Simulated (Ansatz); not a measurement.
Li3VS4:
```xyz
8
Lattice="5.7446 0.0000 0.0000 0.0000 5.7446 0.0000 0.0000 0.0000 5.7446" Properties=species:S:1:pos:R:3 pbc="T T T"
Li     0.0000     0.0000     2.8723
Li     2.8723     0.0000     0.0000
Li     0.0000     2.8723     0.0000
V      0.0000     0.0000     0.0000
S      1.2289     1.2289     1.2289
S      1.2289     4.5156     4.5156
S      4.5156     4.5156     1.2289
S      4.5156     1.2289     4.5156
```

Relaxed with LDA. Special points in fractions of this cell's reciprocal vectors: Γ (0.000, 0.000, 0.000); X (0.000, 0.500, 0.000); M (0.500, 0.500, 0.000); R (0.500, 0.500, 0.500).

Q: List the band energies nearest the valence-band maximum at these points for the program Ansatz at the LDA level (PAW).

A: In eV from the valence-band maximum; about four levels below and three above (degenerate sets whole), none deeper than 8.9 eV; points with the same levels are listed once.

```json
[
 {"k": "Γ", "below": "-1.28 -1.28 -1.28 -0.75 -0.75 -0.75", "above": "1.84 1.84 3.24 3.24 3.24"},
 {"k": "X", "below": "-1.39 -1.12 -0.40 -0.40", "above": "2.01 2.09 2.95"},
 {"k": "M", "below": "-1.44 -1.44 -0.62 -0.62 0.00", "above": "2.14 2.50 2.86"},
 {"k": "R", "below": "-1.59 -1.59 -1.59 -0.11 -0.11 -0.11", "above": "2.57 2.57 3.23 3.23 3.23"}
]
```

Space group P-43m. The first step of the workflow began from a Materials Project structure, measured or hypothetical; the Crystallography Open Database copy checked does not list it. Its standing as an ambient phase is unchecked. The cell was relaxed with LDA under the symmetry of its start; phonons on a q-mesh show no instability. The run is not spin-polarised.

Potentials: the later of the program's two PAW sets.
